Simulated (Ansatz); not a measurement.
Here is the system:

Relaxed SiC (wurtzite):

```
SiC
1.0
    3.07590     0.00000     0.00000
   -1.53795     2.66381     0.00000
    0.00000     0.00000     5.04769
Si C
2 2
Cartesian
  1.53795   0.88794   0.00257
  0.00000   1.77587   2.52641
  1.53795   0.88794   3.15324
  0.00000   1.77587   0.62940
```

In each cell atom 1 (Si, nearest neighbour C at 1.883 Å; its periodic images, 3.1 Å or more away, move with it) moves by s·(0.000, 0.000, 1.000) (along Cartesian z), the rest being held.

Method: PBEsol (plane waves to 420 eV, PAW, scalar-relativistic; Ansatz, a program for electronic structure). k mesh 10×10×5 (Γ-centred), Fermi-Dirac smearing 0.05 eV. E stands for the smeared free energy. As the smearing reaches across the gap at some points, energies and forces of such displacements shift with the k mesh and the smearing. SiC was relaxed with its symmetry unable to fall. ΔE is measured from the undisplaced structure.

The scan covers s from -0.380 to 0.380 Å in 11 points.

Q: Is this a single well or a double well?

A: A single well with its minimum at or next to zero displacement.

Q: Is the energy the same for displacements of ±0.380 Å, and if not, which side lies higher?

A: Not even: the negative side lies higher at ±0.380 Å. With its periodic images moving along, the atom's site symmetry in this cell is 3m..

Q: What force acts on the atom along the line at s = -0.380 Å?

A: 19.4 eV/Å.

Q: What is the energy change at s = 0.380 Å?

A: 1243 meV/cell.

Q: What is the force constant k = d²E/ds² of this move at s = 0?

A: 27.0 eV/Å².

(For displaced atoms, the force is minus the slope of the energy, and its curvature is a force constant, which sets phonon frequencies.)
